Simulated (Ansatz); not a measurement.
An Ansatz input:

```yaml
crystal:
  lattice:
    - [-1.6196980916, 1.9751490353, 1.4460413391]
    - [1.9751490353, -1.6196980916, 1.4460413391]
    - [3.2310452912, 3.2310452912, -0.7950322847]
  atoms:
    - { symbol: Ti, position: [0.0416903201, 0.9583096799, 1.0], spin: 1.0 }
    - { symbol: Ti, position: [0.7083096799, 0.2916903201, 0.5], spin: 1.0 }
hamiltonian:
  xc: mr2scan
  pseudopotentials:
    kind: paw
    azcp:
      Ti: "pseudopotentials/Ti.paw.azcp"
basis:
  ecutwfc: 500
  fft_grid_basis: typed
kpoints:
  mp_grid: { grid: [20, 20, 11], shift: [0, 0, 0] }
magnetization:
  spin_polarized: true
scf:
  occupations: { method: fermi_dirac, width: 0.05 }
output:
  write_density: true
  write_potential: true
  elf: true
  volumetric_format: npy
```

Output

```
Engine: ansatz 0.2.0, x86_64-unknown-linux-gnu
Pseudopotentials: kind: paw
Pseudopotential: Ti, paw, valence charge 12, recommended cutoff 500 eV (meta_gga) 
Functional definition: m-r2SCAN
  exchange = m_r2scan_x
  correlation = m_r2scan_c
Crystal: 2 atoms, lattice volume = 34.608 Å³
Basis set: ecut = 500 eV, 881 PW (Γ), exchange–correlation on 96×96×144 points (64 copies of the dense FFT grid, shifted against one another)
Bands: 17, of which v1, the nominal top of the filled ones, is band 12 counted from 1 (11 counted from 0)
Symmetry: 4 space group operations
Space group: C2/c (ITA 15), of the structure as read, at distance tolerance 3.3e-5 Å
Magnetic group: BNS 15.85 (UNI 92), of the structure as read, at distance tolerance 3.3e-5 Å
k-points: 1161 of 4400
Non-local potential: Ti, projectors of the file, l = 0: 3, l = 1: 2, l = 2: 3, l = 3: 1
PAW form: soft (Blöchl's): semilocal exchange-correlation on the pseudo side does not see the compensation charge
PAW frozen core: Ti, regenerated for the run's functional (the file was generated under x = pbe(κ = 0.804, μ = 0.2195149727645171), c = pbe(β = 0.06672455060314922))
PAW one-centre angular grid: Ti, 590 points (default); XC on 160 Gauss nodes
Initial density: superposition of atomic densities (chi_scale 0.1, normalization cell)
Starting moments: Σ|m| = 2 μB on 2 of 2 sites
Initial wavefunctions: pseudopotential atomic-orbital guess
Functional: x = mr2scan, c = mr2scan; τ floored in thin density (d = 2e-4 eV/Å³)
SCF iter   1: F=—  HF=-5008.890394 eV  |F-HF|=—  |Δ(HF+E_count)|=         —  Δρ=6.69e-2 (↑6.69e-2 ↓1.84e-2)  dr2=1.55e0  dr2_τ=2.66e-2  dr2_m=4.25e-1  M=0.938 μB ∫|m|=0.938 μB  β_m=0.56  ethr=3.10e-3  ⟨swp⟩=4.2  Hψ=162784  notcnv=0
Mixer restart at iter 1: flushing history
SCF iter   2: F=—  HF=-5008.573933 eV  |F-HF|=—  |Δ(HF+E_count)|=   3.16e-1  Δρ=3.80e-2 (↑3.80e-2 ↓1.31e-2)  dr2=6.68e-1  dr2_τ=3.77e-3  dr2_m=1.17e-1  M=0.785 μB ∫|m|=0.785 μB  β_m=1.00  ethr=3.10e-3  ⟨swp⟩=2.6  Hψ=77779  notcnv=0  defer=420  κ⁻¹=1.0e0(r=1)
SCF iter   3: F=—  HF=-5008.503009 eV  |F-HF|=—  |Δ(HF+E_count)|=   7.09e-2  Δρ=6.99e-3 (↑6.43e-3 ↓6.99e-3)  dr2=2.79e-2  dr2_τ=9.49e-4  dr2_m=2.86e-3  M=0.411 μB ∫|m|=0.411 μB  β_m=1.00  ethr=2.78e-3  ⟨swp⟩=3.0  Hψ=77829  notcnv=0  defer=420  κ⁻¹=3.5e-2(r=2)
SCF iter   4: F=—  HF=-5008.743373 eV  |F-HF|=—  |Δ(HF+E_count)|=         —  Δρ=1.01e-2 (↑8.75e-3 ↓1.01e-2)  dr2=1.03e-2  dr2_τ=1.56e-3  dr2_m=2.36e-2  M=-0.004 μB ∫|m|=0.040 μB  β_m=0.30  ethr=1.16e-4  ⟨swp⟩=2.2  Hψ=60430  notcnv=0  defer=226
Mixer restart at iter 4: flushing history
SCF iter   5: F=—  HF=-5008.739743 eV  |F-HF|=—  |Δ(HF+E_count)|=   3.63e-3  Δρ=6.50e-3 (↑5.60e-3 ↓6.50e-3)  dr2=4.61e-3  dr2_τ=1.46e-4  dr2_m=9.53e-3  M=0.021 μB ∫|m|=0.035 μB  β_m=0.75  ethr=4.30e-5  ⟨swp⟩=2.0  Hψ=49143  notcnv=0  defer=226  κ⁻¹=1.0e0(r=1)
SCF iter   6: F=—  HF=-5008.745098 eV  |F-HF|=—  |Δ(HF+E_count)|=   5.35e-3  Δρ=1.37e-3 (↑1.14e-3 ↓1.37e-3)  dr2=1.91e-4  dr2_τ=2.25e-5  dr2_m=3.88e-4  M=0.005 μB ∫|m|=0.014 μB  β_m=0.39  ethr=1.92e-5  ⟨swp⟩=2.6  Hψ=76127  notcnv=0  defer=226  κ⁻¹=5.9e-2(r=2)
...
the search or the solves at the SCF's close seem to have found levels that the self-consistency loop had missed (the run counts 6). By its estimate they hold under 1e-12 electrons; where the run keeps them, the occupations were computed again with them
WARN: the starting moments were not kept: the SCF closed with an absolute magnetisation of 2.3e-6 μB, where they sum to 2 μB in size (2 sites). That is at most 0.1 of that sum. Measured as dr2_m measures the in/out step, that magnetisation stands 5.2e-13 eV from none, at or under the dr2_threshold of 1.0e-7 eV: it is no larger than a step whose dr2_m would equal this threshold. The system may hold no moment; this SCF shows only that its start led to no more than that. To try another start: raise the starting moments (crystal.atoms[].spin, magnetization.per_species, magnetization.initial_magnetization, or on a non-collinear deck that types none of these the spinor_matrix: blocks that start its atoms; where the total moment is fixed, keep their sum and leave initial_magnetization as it is; typed ones take the place of any that the run laid by itself, positive ones on a crystal's lanthanoids without a Hubbard term where scf.initial_density.shell_occupations: [] is typed) or, if the notice of its spin-set hold's release reads "site moments contracting" or "site moments show no strong build", lengthen the hold (scf.mixing.spin_hold: { on: { confirm: 4 } }; for m-r²SCAN on two components see the key's manual first). Each may lead to a state that holds a moment. A second SCF, from the converged charge density, with the starting moments and any scf.initial_density.shell_occupations laid on it anew, would have followed, and was not run: the deck does not ask for one (magnetization.retry_lost_moments is false, the default). To let it run, set magnetization.retry_lost_moments: true and run the deck again, where that key's refused combinations let it; where memory then withholds it, that run's warning says so.
this state was not tested for a lower state beside it, because the mixer in use, unlike msr1, does not test its closes by its own steps (another_mixer; see scf.mixing.algorithm and scf.lower_state_search)
SCF converged after 14 iterations
Magnetization: 0.0000 μB (12.0000 up, 12.0000 down)
Absolute magnetization: 0.0000 μB (∫|ρ↑−ρ↓|, with the PAW one-centre terms)
Spin contamination: 0.0000 ħ² per cell (⟨S²⟩ above its minimum at these occupations)
Per-site moments (μB) at R_I (Å): [(3.0416913623682714e-9, 1.1847022643906255), (3.041691260775407e-9, 1.1847022643906255)]
Free energy (F): -5008.746943 eV
Harris-Foulkes:  -5008.746943 eV  (|F-HF|=2.73e-11)
Internal energy: -5008.732681 eV  (E = F + TS)
E sigma→0 (E₀):  -5008.739812 eV
Entropy (-TS):   -0.014262 eV (-7.131 meV/atom)
Fermi energy:    13.478778 eV
--- Per-component energies (eV) ---
  E_band       = -340.015786
  E_kinetic    = 544.858341
  E_local      = -1614.876344  (includes V_loc(G=0)·N_el)
  E_nonlocal   = 14.480433
  E_hartree    = 661.387503
  E_xc         = -185.719422
  E_vxc        = -265.442663  (∫ρ·V_xc dr)
  E_paw        = -2113.350165  (= ΣΔE_a)
  E_vpaw       = -360.057362  (= ΣTr[D̂ρ^β])
  E_aug_tail   = 0.000171  (compensation charges beyond the density's cutoff)
  E_vtau       = 18.246594  (kinetic-family band-sum trace: ∫τ·v_τ [+ j·A + Jᵃ·Aᵃ] dr)
  E_ewald      = -2315.006285
  E_core_change = -0.506914  (= ΣΔE_core)
  E_smearing   = -0.014262  (= −TS)
  E_closure    = 0.000000  (closes the sum)
  Σ components = -5008.746943   (vs F -5008.746943, Δ=0.00e0)
--- Band table (eV; the first three rows and the last of 2322) ---
  k-point 0 ↑: bands = ["-45.7796", "-45.6332", "-21.3331", "-20.6621", "-20.6619", "-20.5857", "-20.5571", "-20.5571", "6.8212", "10.6021", "14.0741", "14.3334", "14.3348", "14.4598", "14.8706", "14.8712", "15.2887"]
  k-point 1 ↑: bands = ["-45.7767", "-45.6362", "-21.3186", "-20.6599", "-20.6598", "-20.6016", "-20.5593", "-20.5592", "6.8950", "10.5617", "13.9569", "14.2982", "14.2995", "14.4165", "14.8295", "14.8301", "15.3710"]
  k-point 2 ↑: bands = ["-45.7681", "-45.6450", "-21.2761", "-20.6538", "-20.6537", "-20.6476", "-20.5655", "-20.5655", "7.1133", "10.4170", "13.6937", "14.2285", "14.2297", "14.2919", "14.7200", "14.7207", "15.5776"]
  k-point 1160 ↓: bands = ["-45.6345", "-45.6277", "-21.2362", "-21.2137", "-20.7696", "-20.7393", "-20.7343", "-20.7086", "10.7225", "10.8604", "12.5223", "12.6572", "14.5896", "14.8715", "15.1689", "15.5956", "17.1434"]
```

Launched by

```sh
ansatz run input.yaml --threads 2 --pin off --max-ram 6144MiB --backend cpu --events-out ev --progress --plain --runs-dir out
```

On 2 threads of AMD EPYC 9R45 96-Core Processor (Zen 5) (shared host) this took about 51 s of wall time and 99 s of CPU time, with 1.6 GiB at the peak.
